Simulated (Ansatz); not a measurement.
Conduction electrons in HfN (Fm-3m)

```yaml
crystal:
  lattice:
    - [0.00000, 2.25104, 2.25104]
    - [2.25104, 0.00000, 2.25104]
    - [2.25104, 2.25104, 0.00000]
  atoms:
    - { symbol: Hf, position: [0.00000, 0.00000, 0.00000] }
    - { symbol: N, position: [0.50000, 0.50000, 0.50000] }
```

Conventional cell: a = 4.502 Å, b = 4.502 Å, c = 4.502 Å, α = 90.00°, β = 90.00°, γ = 90.00°. Hf (atom 1) has 6 N at 2.25 Å as nearest neighbours. Around N (atom 2) lie 6 Hf at 2.25 Å.

Unless marked otherwise, the numbers come from PBEsol, all-electron LAPW in Ansatz 0.2.0, with spin-orbit coupling. k mesh 14×14×14, fine mesh 16×16×16, Fermi-Dirac smearing of 0.080 eV, basis error target 1 meV/atom. The cell was relaxed by PAW under this functional.

Levels and slopes are solved on a 16×16×16 mesh, and each state is taken as quadratic over its cell.

Problem. What is the density of states at the Fermi level, and which bare Sommerfeld coefficient follows?

Solution. N(E_F) = 0.302 states/eV/atom (both spins), so γ = (π²/3) k_B² N(E_F) = 0.711 mJ/(mol-atom K²) without electron-phonon or spin-fluctuation enhancement.

Problem. What Drude plasma energy and σ/τ do the band velocities give?

Solution. (ħω_p,α)² = (e²/ε₀VN_k) Σ_nkσ (∂E/∂k_α)² δ(E − E_F) gives ħω_p = (9.18, 9.18, 9.18) eV along x, y, z, and σ/τ = ε₀ω_p² = 17.2×10²⁰ Ω⁻¹m⁻¹s⁻¹ along x. Weighted by the density of states, the mean Fermi speed is 1.03×10⁶ m/s; the surface has an area of 22.3 Å⁻² for each spin direction.

Problem. Which bands cross the Fermi level, and what do they carry?

Solution. 

```json
{"band": "1", "filled part": "0.49", "N (states/eV/cell)": "0.261", "speed (10⁶ m/s)": "1.13", "5th to 95th percentile": "0.33 to 1.48", "area (Å⁻²)": "21", "filling": "partly filled"}
{"band": "2", "filled part": "0.49", "N (states/eV/cell)": "0.261", "speed (10⁶ m/s)": "1.13", "5th to 95th percentile": "0.33 to 1.48", "area (Å⁻²)": "21", "filling": "partly filled"}
{"band": "3", "filled part": "0.01", "N (states/eV/cell)": "0.028", "speed (10⁶ m/s)": "0.454", "5th to 95th percentile": "0.30 to 0.74", "area (Å⁻²)": "0.911", "filling": "nearly empty"}
{"band": "4", "filled part": "0.01", "N (states/eV/cell)": "0.028", "speed (10⁶ m/s)": "0.454", "5th to 95th percentile": "0.30 to 0.74", "area (Å⁻²)": "0.911", "filling": "nearly empty"}
{"band": "5", "filled part": "0.00", "N (states/eV/cell)": "0.0132", "speed (10⁶ m/s)": "0.395", "5th to 95th percentile": "0.28 to 0.54", "area (Å⁻²)": "0.372", "filling": "nearly empty"}
{"band": "6", "filled part": "0.00", "N (states/eV/cell)": "0.0132", "speed (10⁶ m/s)": "0.395", "5th to 95th percentile": "0.28 to 0.54", "area (Å⁻²)": "0.372", "filling": "nearly empty"}
```

Problem. Map the plane k₃ = 0 of the mesh: how many bands lie under the Fermi level at each point, counted from the least on the plane?

Solution. k₁ runs to the right and k₂ upwards, each from −½ to ½ with 0 in the middle (the axes needn't be at right angles):
```
2222000000022222
2220000000022222
2200000000222222
2000000002222222
0000000002222222
0000000222222200
0000002464222000
0000002666200000
0000222464200000
0002222222000000
0222222200000000
2222222200000000
2222222000000002
2222220000000022
2222220000000222
2222200000002222
```

Problem. What does PAW give for the same cell?

Solution. N(E_F) = 0.302 states/eV/atom and ħω_p,x = 9.18 eV.

Problem. And without spin-orbit coupling?

Solution. N(E_F) = 0.304 states/eV/atom and ħω_p,x = 9.19 eV, on a 20×20×20 mesh.

Keep in mind: these sums move with the mesh, by several per cent and more for small sheets; the frozen-core PAW files of the compared runs were fitted under PBE, their cores solved anew for this functional.
